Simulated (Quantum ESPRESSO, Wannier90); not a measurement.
**TiS$_{2}$ (C2/m, isolated units), plane waves to Wannier functions**

```xyz
3
Lattice="2.9679 -1.7135 0.0000 2.9679 1.7135 0.0000 -1.0856 0.0000 11.1934" Properties=species:S:1:pos:R:3 pbc="T T T"
Ti     0.0000     0.0000     0.0000
S      1.9788     0.0000    -1.4020
S     -1.9788     0.0000     1.4020
```

Cell from Materials Project (mp-1062030), symmetrised, no further relaxation. Computed values, not measurements, from PBEsol: Quantum ESPRESSO (norm-conserving PseudoDojo potentials, cutoff 68 Ry, no spin polarisation, no spin-orbit coupling) on a Γ-centred 10×10×4 mesh, then Wannier90. Density: 10×10×1 mesh, Gaussian smearing 0.01 Ry. The cell is built of weakly bound layers, chains or molecules, whose nearest atoms lie 8.56 Å apart, far more than in van der Waals crystals (3.2 to 4.2 Å): it describes nearly isolated units, such as a monolayer, not the bulk crystal. The gap is small at this level and was sampled on the meshes and a path alone.

Base run: 11 functions from bands 7-27 of the 27 computed, start hydrogen-like Ti: d; S: p, centres 0.05 Å off the atoms, frozen window up to 1.59 eV relative to the valence-band maximum, outer window open. Rows change the key named; with other orbitals the number of functions and the frozen window follow, as listed; window edges are relative to the valence-band maximum. The misfit compares interpolated bands with pw.x on a high-symmetry path, for states up to 1.1 eV relative to the valence-band maximum. Converged means that the tolerances were met: symmetric starts can stop on a saddle, which shows as a larger Ω_OD at equal Ω_I and can move the misfit too.

| setting | functions | frozen to (eV) | Ω_I (Å²) | Ω_D (Å²) | Ω_OD (Å²) | rms misfit (meV) | worst (meV) | ended |
|---|---|---|---|---|---|---|---|---|
| base | 11 | 1.59 | 14.34 | 0.00 | 0.51 | 0.2 | 1.3 | converged |

Starting from this base row, predict which settings stop with an error, and how Ω_I and the misfit move in the others: only the lowest 13 of the kept bands; only the lowest 16 of the kept bands; only the lowest 18 of the kept bands; dis_num_iter = 20.


```tsv
setting	functions	frozen to (eV)	Ω_I (Å²)	Ω_D (Å²)	Ω_OD (Å²)	rms misfit (meV)	worst (meV)	ended
only the lowest 13 of the kept bands	11	1.59	15.43	0.00	0.60	0.4	2.3	converged
only the lowest 16 of the kept bands	11	1.59	14.89	0.00	0.55	0.3	1.2	converged
only the lowest 18 of the kept bands	11	1.59	14.63	0.00	0.53	0.2	1.0	converged
dis_num_iter = 20	11	1.59	14.37	0.00	0.51	0.3	1.9	step limit
```
